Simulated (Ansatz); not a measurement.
The cell below belongs to a search over invented structures; it isn't taken from experiment.

Input and command of a plane-wave DFT calculation in Ansatz:

```yaml
crystal:
  lattice:
    - [1.6563264305, -6.2920688864, 0.0]
    - [1.6563264305, 6.2920688864, 0.0]
    - [0.0, 0.0, 3.313115786]
  atoms:
    - { symbol: Be, position: [0.3948481735, 0.1198734532, 0.744351575] }
    - { symbol: Be, position: [0.8801265468, 0.6051518265, 0.255648425] }
    - { symbol: Be, position: [0.6051518265, 0.8801265468, 0.744351575] }
    - { symbol: Be, position: [0.1198734532, 0.3948481735, 0.255648425] }
    - { symbol: Be, position: [0.0, 0.5, 0.7519161798] }
    - { symbol: Be, position: [0.5, 0.0, 0.2480838202] }
    - { symbol: S, position: [0.5, 0.5, 0.5] }
basis:
  ecutwfc: 420
kpoints:
  mp_grid: { grid: [10, 10, 10] }
hamiltonian:
  xc: pbe
scf:
  occupations: { method: gaussian, width: 0.1 }
output:
  forces: true
  stress: true
  eigenvalues: true
relax:
  adjacent_minimum: "off"
  f_tol: 0.01
  max_steps: 30
  cell: { stress_tol: 0.1, fix: [volume] }
```

```bash
ansatz run input.yaml --threads 1 --pin off --max-ram 2560MiB --backend cpu --events-out ev --progress --plain --runs-dir out
```

Processor: Intel(R) Xeon(R) Processor @ 2.50GHz (Skylake/Cascade Lake), 1 thread, on a host shared with other jobs.

Estimate time, memory and problem size.

About 3.1 min, peak memory 0.57 GiB. It solves 16 bands at 186 k points (after reduction by symmetry) with about 1375 plane waves, in 19 SCF iterations over 4 ionic steps.
